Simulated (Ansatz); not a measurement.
# Cs-133 fingerprints of the forms of CsPbBr₃

Method: Kohn–Sham DFT in Ansatz, PBE, plane waves and PAW, scalar-relativistic, 420 eV cutoff. Q(Cs-133) = -3.430 mb, I = 7/2. The cells come from the Materials Project (computed, not necessarily observed phases), with the atoms as given. Spin–orbit coupling is left out, which moves gradients at and beside heavy atoms (Cs, Pb) by some per cent and at some sites by far more.

(1) A calculated Cs-133 parameter set reads: |C_Q| = 0.187 MHz, η = 0.36. Which structure does it belong to?
A.
CsPbBr3
Space group Pnma (No. 62); a = 8.4538, b = 11.8789, c = 8.1011 Å.

```
site  Wyckoff  site symmetry       x       y       z
  Cs       4c            .m.  0.4398  0.2500  0.5195
  Pb       4b             -1  0.0000  0.5000  0.5000
 Br9       4c            .m.  0.9937  0.7500  0.5597
Br11       8d              1  0.2010  0.0317  0.8028
```
B.
CsPbBr3
Space group Pm-3m (No. 221); a = 5.9486 Å.

```
site  Wyckoff  site symmetry       x       y       z
  Cs       1a           m-3m  0.0000  0.0000  0.0000
  Pb       1b           m-3m  0.5000  0.5000  0.5000
  Br       3c         4/mm.m  0.5000  0.5000  0.0000
```

Results:

(1) A. CsPbBr3 in Pnma gives |C_Q| = 0.187 MHz, η = 0.36; there Cs has 8 Br at 3.70–4.01 Å; also 1 Br at 4.41 Å. CsPbBr3 in Pm-3m gives no gradient; there Cs has 12 Br at 4.21 Å.
